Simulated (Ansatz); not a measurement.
The relaxed structure here is a generated cell of KPbF3: the first start was made by placing the elements on the sites of a structure type, and the end was not matched to a known phase here, so it may be hypothetical.

A structure of KPbF3 relaxed with r2SCAN (plane waves to 500 eV, PAW, scalar-relativistic; Ansatz, a program for electronic structure); single points at other levels follow on the same geometry (Ansatz, PAW; HSE06 at 420 eV on a 3×3×3 k-mesh; no spin-orbit coupling). Space group Pnma (No. 62).

Space group Pnma (No. 62); a = 6.6740 Å, b = 9.1192 Å, c = 6.4065 Å, α = β = γ = 90.00°

| atom | site | symmetry | x | y | z |
|---|---|---|---|---|---|
| K | 4c | .m. | 0.0576 | 0.7500 | 0.4789 |
| Pb | 4a | -1 | 0.0000 | 0.0000 | 0.0000 |
| F | 4c | .m. | 0.0635 | 0.2500 | 0.1278 |
| F | 8d | 1 | 0.2032 | 0.0691 | 0.6993 |

| level | gap (eV) | kind | conduction minimum |
|---|---|---|---|
| r2SCAN | 3.90 | direct | Γ |
| HSE06 | [?] | – | [?] |

Q: Fill in the missing entries.

A: 
- HSE06, gap (eV): 4.64
- HSE06, conduction minimum: Γ

For this cell size the semilocal gaps come from the SCF mesh and high-symmetry points. No spin polarisation in the result.

The run could not lose the symmetry of its start, so the end can be a saddle point.
